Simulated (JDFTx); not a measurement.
* **surface**: TiTe2 monolayer, Te outermost
* **bulk**: TiTe2, P-3m1, lattice of mp-1907 (not re-optimised)
* **slab**: 3 atoms in 3 planes, 1x1, 3.4 Å between the outermost planes
* **in-plane cell**: 3.824 × 3.824 Å, 12.67 Å²
* **cell height**: 19.4 Å
* **sampling**: 6×6×1 k mesh, Fermi smearing 0.01 Ha, no spin polarisation

Whether this polymorph is the ambient one wasn't checked. A free-standing single layer at the bulk's in-plane lattice is a model cell. Neither spin polarisation nor a larger cell was tried.

Method: PBE, GBRV ultrasoft potentials, plane waves to 20/100 Ha, in a modified build of JDFTx. Liquid on both sides: CANDLE, water, 1 M NaF; nuclei fixed, outer atoms relaxed in vacuum. Potentials refer to SHE, placed 4.44 V below the bulk liquid's zero by convention. No explicit solvent molecules are present. At negative charge CANDLE's numbers also depend on the cell height, by up to tenths of a volt.

| U (V vs SHE) | μ (eV) | excess electrons per cell | σ (μC/cm², per face) | run |
|---|---|---|---|---|
| -0.40 | -4.04 | 0.170 | -10.7 | fixed potential |
| -0.20 | -4.24 | 0.107 | -6.8 | fixed potential |
| 0.00 | -4.44 | 0.059 | -3.7 | fixed potential |
| 0.30 | -4.74 | 0.000 | 0.0 | neutral |
| 0.80 | -5.24 | [?] | [?] | fixed potential |
| 1.00 | -5.44 | -0.111 | 7.0 | fixed potential |
| [?] | [?] | -0.127 | 8.0 | fixed charge |

Question: Fill in the missing entries, row by row.

Answer: 
- 0.80, excess electrons per cell: -0.078
- 0.80, σ (μC/cm², per face): 4.9
- row 7, U (V vs SHE): 1.09
- 1.09, μ (eV): -5.53
